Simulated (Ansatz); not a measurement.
HgS (rock salt, Fm-3m), PBE in the plane-wave PAW code Ansatz, all energies at zero smearing, with the estimated change up to a 700 eV cutoff added, with one set of potentials and settings (totals compare only within such a set). Cell of 2 atoms (1 Hg, 1 S): -14715.452 eV.

```
element                reference phase  E (eV/atom)
-------  -----------------------------  -----------
Hg       P6_3/mmc, 2 atoms in the cell  -13813.4607
S           Fddd, 32 atoms in the cell    -902.0599
```

Formation energy per atom, worked out: (-14715.452 − 1×(-13813.4607) − 1×(-902.0599))/2 = 0.034 eV/atom (3 kJ per mol of atoms), at 0 K, without zero-point energy or fitted corrections.

The cell is a constructed one: a structure type filled with these elements; the Crystallography Open Database copy checked does not list it. COD files the formula under space group No. 152, 154, 166, 216, so this cell is another polymorph or a model. Whether it is the stable phase at ambient conditions was not checked. Symmetry was held in the PBE relaxation; its stability against distortions is not shown here. The references are the lowest solids computed at this level, not always the standard phases. Scalar-relativistic: spin–orbit coupling is off unless named, which matters more the heavier the elements.

Potentials: the later of the program's two PAW sets.
